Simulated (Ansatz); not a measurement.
MnAu (Pm-3m): bands, slopes and optics on a fine k mesh

Level of theory: PBEsol, all-electron LAPW in Ansatz 0.2.0, scalar-relativistic, spin-polarised.

The cell comes from a PAW relaxation under the same functional.

The structure is one entry of a database and needn't be the stable phase.

Command:

```sh
ansatz run input.yaml --threads 2 --pin off --max-ram 6144MiB --backend cpu --events-out ev --progress --plain --runs-dir out
```

Input:

```yaml
crystal:
  lattice:
    - [3.15614547382, 0.0, 0.0]
    - [0.0, 3.15614547382, 0.0]
    - [0.0, 0.0, 3.15614547382]
  atoms:
    - { symbol: Mn, position: [0.5, 0.5, 0.5], spin: 3.8 }
    - { symbol: Au, position: [0.0, 0.0, 0.0] }
magnetization:
  spin_polarized: true
kpoints:
  mp_grid: { grid: [12, 12, 12] }
scf:
  occupations: { method: fermi_dirac, width: 0.1 }
hamiltonian:
  xc: pbesol
  pseudopotentials: { kind: all_electron, lapw: { basis_error: 0.001 } }
output:
  forces: true
  stress: true
  eigenvalues: true
  eigenstates:
    nscf_kmesh: { grid: [16, 16, 16] }
    de_dk: true
    e_range: [-14, 14]
  optics:
    e_range: [0, 25]
    de: 0.2
    sigma: 0.15
    bands: { spectra_wanted_up_to: 25 }
    nscf_kmesh: { grid: [16, 16, 16] }
    drude_damping: 0.2
checkpoint:
  write: ck
  write_wavefunctions: false
```

Output:

```
Warning: RAYON_NUM_THREADS=2 ignored (pool sized by the plan → 2); use --threads N
LAPW: plane waves up to 8.286 Å⁻¹, error target 1.0e-3 eV per atom; small_component_spin mean_spin; Mn in spheres of 1.324 Å, 15 of its electrons in bands, Dirac shells []; Au in spheres of 1.409 Å, 43 of its electrons in bands, ...
Engine: ansatz 0.2.0, aarch64-unknown-linux-gnu
Pseudopotentials: kind: all_electron
Pseudopotential: Mn, LAPW, valence charge 15, lapw/all_electron/scalar/gaussian/Mn, Koelling and Harmon's equation, gaussian nucleus
Pseudopotential: Au, LAPW, valence charge 43, lapw/all_electron/scalar/gaussian/Au, Koelling and Harmon's equation, gaussian nucleus
Functional definition: PBEsol
  exchange = pbesol_x
  correlation = pbesol_c
Crystal: 2 atoms, lattice volume = 31.439 Å³
Basis set: ecut = 261.5743087789697 eV, 305 PW (Γ), exchange–correlation at level 2
Bands: 38, of which v1, the nominal top of the filled ones, is band 29 counted from 1 (28 counted from 0)
Symmetry: 48 space group operations
Space group: Pm-3m (ITA 221), of the structure as read, at distance tolerance 3.2e-5 Å
Magnetic group: BNS 221.92 (UNI 1594), of the structure as read, at distance tolerance 3.2e-5 Å
k-points: 84 of 1728
Non-local potential: Mn, projectors of the file, none
Non-local potential: Au, projectors of the file, none
Initial density: superposition of atomic densities (chi_scale 0.1, normalization cell, long waves kept (reshape's long-wave potential 0.00 eV rms))
Starting moments: Σ|m| = 3.8 μB on 1 of 2 sites
Initial wavefunctions: plane waves of lowest kinetic energy (no species holds an atomic orbital)
Functional: x = pbesol(κ = 0.804, μ = 0.12345679012345678), c = pbesol(β = 0.046)
iter 1 solved again at ethr=2.67e-3 eV; its pass at ethr=1.00e-1 eV (dr2=1.55e0 eV) is discarded
[... 17 lines left out ...]
SCF iter  13: F=—  HF=-548580.578621 eV  |F-HF|=—  |Δ(HF+E_count)|=  3.49e-10  Δρ=1.73e-7 (↑1.73e-7 ↓1.41e-7)  dr2=2.87e-11  dr2_m=2.72e-13  M=4.025 μB ∫|m|=4.145 μB  β_m=1.00  ethr=7.32e-12 (applied; sched 1.00e-12)  ⟨swp⟩=2.0  ...
SCF iter  14: F=—  HF=-548580.578621 eV  |F-HF|=—  |Δ(HF+E_count)|=  2.33e-10  Δρ=4.01e-8 (↑3.54e-8 ↓4.01e-8)  dr2=1.38e-12  dr2_m=1.12e-14  M=4.025 μB ∫|m|=4.145 μB  β_m=0.96  ethr=7.32e-12 (applied; sched 1.00e-12)  ⟨swp⟩=2.0  ...
SCF iter  15: F=-548580.578621 eV  HF=-548580.578621 eV  |F-HF|=3.49e-10  |Δ(HF+E_count)|=  2.33e-10  Δρ=1.40e-8 (↑1.33e-8 ↓1.40e-8)  dr2=1.28e-13  dr2_m=4.40e-16  M=4.025 μB ∫|m|=4.145 μB  ethr=7.32e-12 (applied; sched 1.00e-12) ...
SCF 1 converged in 15 iterations: F = -548580.578621 eV  dr2 = 1.28e-13
NSCF: frozen V_eff on 165 k-points
the basis was enlarged: its passes take 4.8 MiB over the memory plan, 2 of 2 planned eigensolver slots
NSCF: frozen V_eff on 165 k-points
SCF converged after 15 iterations
Magnetization: 4.0246 μB (31.0123 up, 26.9877 down)
Absolute magnetization: 4.1447 μB (∫|ρ↑−ρ↓|)
Spin contamination: 0.1139 ħ² per cell (⟨S²⟩ above its minimum at these occupations)
Per-site moments (μB) at R_I (Å): [(3.870345930931423, 1.3238998865494436), (0.09381888040298492, 1.4094022310885745)]
Free energy (F): -548580.578621 eV
Harris-Foulkes:  -548580.578621 eV  (|F-HF|=3.49e-10)
Internal energy: -548580.535969 eV  (E = F + TS)
E sigma→0 (E₀):  -548580.557295 eV
Entropy (-TS):   -0.042652 eV (-21.326 meV/atom)
Fermi energy:    20.934173 eV
--- Per-component energies (eV) ---
  E_band       = -4203.293623
  E_kinetic    = 621198.367947
  E_xc         = -11165.458434
  E_electrostatic = -1158613.445482  (all electrons and nuclei)
  E_smearing   = -0.042652  (= −TS)
  E_closure    = 0.000000  (closes the sum)
  Σ components = -548580.578621   (vs F -548580.578621, Δ=0.00e0)
  Basis errors (estimates in eV, not in F): energy 2.7e-4 per atom: plane waves 2.3e-4 (1.2e-4 summed), levels above the bands 5.9e-63, relativity 4.7e-9, radial functions 3.9e-5, core shells 2.9e-8; eigenvalues (radial functions ...
--- Forces (eV/Å), atoms counted from 1 ---
  atom   1  Mn    -0.00000000     0.00000000     0.00000000
  atom   2  Au    -0.00000000     0.00000000    -0.00000000
  max |Σ_I F_I| component: 5.26e-30 eV/Å
--- Stress (GPa, compression-positive) ---
       -0.030610       0.000000       0.000000
        0.000000      -0.030610       0.000000
        0.000000       0.000000      -0.030610
  P = ⅓ Tr σ = -0.0306 GPa (-0.306 kbar)
--- Fermi surface from the table of eigenstates, both spin states counted (twice the sheets' area in a run without spin) ---
  How far the three rows differ hints at the mesh's error and does not bound it.
  reading                E - E_F (eV)   area (Å⁻²)  resistivity times mean free path along x, y, z (Ω·m²), under one mean free path over the surface
  by tetrahedra                0.0208       38.892  7.8607e-16  7.8607e-16  7.8607e-16
  by the states' slopes        0.0197       38.112  8.0215e-16  8.0215e-16  8.0215e-16
  on every second point        0.0330       36.376  8.4044e-16  8.4044e-16  8.4044e-16
```

The calculation finished and met its thresholds.

Head of eigenstates.tsv:

```
# spin	ik	k_frac_1	k_frac_2	k_frac_3	k_cart_x_inv_ang	k_cart_y_inv_ang	k_cart_z_inv_ang	n_plane_waves	band	set	set_size	e_ev	residual_ev	de_dk_x_ev_times_ang	de_dk_y_ev_t
# format = ansatz-eigenstates/6
# source = nscf_kmesh_points
# nscf_kmesh_grid = 16 16 16
# nscf_kmesh_shift = 0 0 0
# n_kpoints = 165
# n_rows = 5347
# fermi_ev = 2.093417258459102e1
# fermi_mp_grid = 12 12 12
# fermi_mp_shift = 0 0 0
# fermi_n_kpoints = 84
# fermi_n_bands = 38
# fermi_largest_filled_residual_ev = 2.0235816518739384e-7
# n_electrons = 5.8e1
# occupation_method = fermi_dirac
# smearing_width_ev = 1e-1
# xc_rung = gga
# e_minus_fermi_range_ev = -1.4e1 1.4e1
# overlap = augmented
# smooth_dims = 18 18 18
# scf_smooth_dims = 18 18 18
# fft_grid_basis = 1 0 0 0 1 0 0 0 1
# n_bands_solved = 43
# n_bands_printed_max = 38
# set_resolution_ev = 1.0947871870270056e-5
# degenerate_levels = group_imposed
```

**Optical peaks**

Independent-particle optical response of a crystal from Kohn-Sham bands on the fine mesh with a Drude term, no local fields or excitons; Cartesian axes as in the input; a zero of eps1 gives a sharp plasmon only where eps2 is small.

* Fine mesh: 16, 16, 16
* Window top: 25 eV
* Line width: 0.15 eV
* Drude damping: 0.2 eV
* Further gaussian width: 0.3 eV
* ε₁ rises through zero at x: 2.71, 10.35 eV
* ε₂ there x: 8.02, 2.27
* Plasma energy (x, y, z): 7.05, 7.05, 7.05 eV
* Reflectivity at 1 eV, x-polarised: 0.8903
* Reflectivity at 2 eV, x-polarised: 0.5396
* Reflectivity at 3 eV, x-polarised: 0.3602

Optical constants:

Normal incidence from vacuum, light polarised along x.

```
Fine mesh              : 16, 16, 16
Line width             : 0.15 eV
Drude damping          : 0.2 eV
Further gaussian width : 0.3 eV
```

```
photon energy (eV)  refractive index  extinction  reflectivity  loss function  absorption (×10⁵ cm⁻¹)
               0.4             5.357       16.39        0.9306          0.002                   6.643
               0.8             2.237       8.978        0.9018         0.0055                    7.28
               1.2             1.236       5.603        0.8642         0.0128                   6.815
               1.6             1.279       3.688        0.7277         0.0406                    5.98
                 2             1.638       2.697        0.5396         0.0891                   5.467
               2.4             1.869       2.257        0.4389         0.1144                    5.49
               2.8             2.042       1.948         0.374         0.1254                   5.528
               3.2             2.179       1.848        0.3555         0.1208                   5.995
               3.6             2.156       1.786        0.3441         0.1254                   6.516
                 4             2.175       1.598        0.3113         0.1311                   6.477
               4.4             2.423       1.496        0.3055         0.1103                   6.671
               4.8             2.666        1.76        0.3551         0.0901                    8.56
               5.2             2.565       2.178        0.4121         0.0871                   11.48
               5.6              2.17       2.431        0.4561         0.0936                    13.8
                 6             1.743       2.401        0.4753          0.108                    14.6
               6.4             1.426       2.229        0.4745         0.1297                   14.46
               6.8             1.247       1.977        0.4432         0.1652                   13.63
               7.2             1.211       1.776        0.3975         0.2015                   12.96
               7.6             1.208       1.683        0.3733         0.2207                   12.97
                 8             1.118       1.636        0.3755         0.2373                   13.26
               8.4             1.017       1.487        0.3521         0.2872                   12.66
               8.8             1.022       1.352        0.3092         0.3348                   12.06
               9.2             1.005       1.257        0.2821         0.3765                   11.72
               9.6              1.03       1.142        0.2406         0.4204                   11.11
                10             1.069         1.1        0.2212         0.4246                   11.15
              10.4             1.063       1.059        0.2091         0.4442                   11.16
              10.8             1.075       0.995         0.188         0.4644                   10.89
              11.2             1.115        0.97        0.1763         0.4532                   11.01
              11.6             1.102       0.979        0.1803         0.4569                   11.52
                12              1.07       0.921        0.1661         0.4963                    11.2
              12.4             1.104       0.868        0.1476         0.4928                   10.91
              12.8             1.125       0.867        0.1457         0.4792                   11.25
              13.2             1.111       0.854        0.1431          0.492                   11.43
              13.6             1.122        0.81        0.1301         0.4954                   11.17
                14             1.155       0.814        0.1295         0.4719                   11.56
              14.4             1.138        0.81        0.1293         0.4839                   11.83
              14.8             1.171       0.783        0.1207         0.4658                   11.75
              15.2             1.189        0.83        0.1321         0.4465                   12.78
              15.6             1.153       0.851        0.1394         0.4653                   13.45
                16             1.122       0.846          0.14         0.4868                   13.72
              16.4             1.098       0.826        0.1361         0.5092                   13.73
              16.8             1.094       0.806        0.1307         0.5173                   13.72
              17.2             1.093       0.801        0.1296         0.5191                   13.97
              17.6             1.092       0.796        0.1282         0.5215                    14.2
                18             1.099       0.812        0.1322         0.5123                   14.82
              18.4             1.064       0.854        0.1469         0.5247                   15.92
              18.8              0.99       0.844        0.1524         0.5836                   16.07
              19.2             0.958       0.796        0.1424         0.6334                    15.5
              19.6             0.945       0.768        0.1356         0.6603                   15.26
                20             0.925       0.744        0.1312         0.6936                   15.07
              20.4             0.902       0.707        0.1239         0.7395                   14.62
              20.8             0.902       0.649        0.1065         0.7681                   13.67
              21.2             0.952       0.607        0.0887         0.7108                   13.05
              21.6             1.004       0.645        0.0939         0.6386                   14.12
                22             0.973       0.703        0.1128         0.6595                   15.67
              22.4             0.896       0.698        0.1219          0.752                   15.84
              22.8             0.854       0.632        0.1097         0.8479                    14.6
              23.2             0.862       0.561        0.0882         0.8638                   13.19
              23.6             0.918       0.521        0.0704         0.7707                   12.46
                24              0.96       0.541        0.0713         0.7049                   13.17
              24.4             0.966        0.56        0.0753         0.6961                   13.85
              24.8             0.973       0.577        0.0788         0.6858                   14.49
```

Fermi surface:

Fermi surface of a crystal from Kohn-Sham levels and slopes on the fine mesh, each state quadratic over its cell; bands counted from the lowest that crosses.

| Quantity | Value |
| --- | --- |
| Fine mesh | 16, 16, 16 |
| Density of states at fermi level | 0.618 states/eV/atom |
| Sommerfeld coefficient | 1.457 mJ/(mol-atom K²) |
| Plasma energy (x, y, z) | 7.05, 7.05, 7.05 eV |
| Fermi speed weighted by states | 0.6039 ×10⁶ m/s |
| Fermi surface area mean of spins | 19.38 Å⁻² |
| By tetrahedra resistivity times free path | 7.861, 7.861, 7.861 ×10⁻¹⁶ Ω·m² |
| Conductivity over time (x, y, z) | 10.16, 10.16, 10.16 ×10²⁰ Ω⁻¹m⁻¹s⁻¹ |

| band | filled part | states (states/eV/cell) | speed (×10⁶ m/s) | area (Å⁻²) |
| --- | --- | --- | --- | --- |
| up 1 | 0.82 | 0.1248 | 1.002 | 6.496 |
| up 2 | 0.2 | 0.1948 | 1.176 | 11.9 |
| down 1 | 0.74 | 0.347 | 0.5454 | 9.828 |
| down 2 | 0.24 | 0.5695 | 0.3565 | 10.54 |

Limits of these numbers: a lower magnetic state may exist; no spin-orbit coupling on heavy atoms; filled d bands lie too high at this level, so their transitions start too early; these sums move with the mesh, by several per cent and more for small sheets; spectra summed at the mesh points alone; Drude weight from the Fermi-surface sum.

It took 3.2 min on 2 threads of Arm Neoverse V2 (shared host), peak memory 0.8 GiB.
